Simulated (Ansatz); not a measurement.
TiB2 in space group P6/mmm (No. 191; Ti on 1a, B on 2d) at seven volumes, DFT-LDA in the program Ansatz with PAW potentials, shape and atoms relaxed at each. One row is withheld.

```tsv
V (Å³/atom)	P (GPa)
7.439	31.34
7.685	?
7.930	8.93
8.175	-0.02
8.420	-7.74
8.666	-14.41
8.911	-20.18
```

**Question.** Fit the shown pressures and predict the withheld one.

**Answer.** P = (3/2)B₀(x^(7/2) − x^(5/2))[1 + (3/4)(B′ − 4)(x − 1)] with x = (V₀/V)^(2/3). Least squares on the six rows gives V₀ = 8.175 Å³/atom, B₀ = 277 GPa, B′ = 3.89. At V = 7.685, x = 1.0421 and P = 19.31 GPa. The run itself gave 19.30 GPa.

Symmetry was held in the LDA relaxation; phonons on a q-mesh show no instability. No spin polarisation was allowed.

Potentials: the later of the program's two PAW sets.
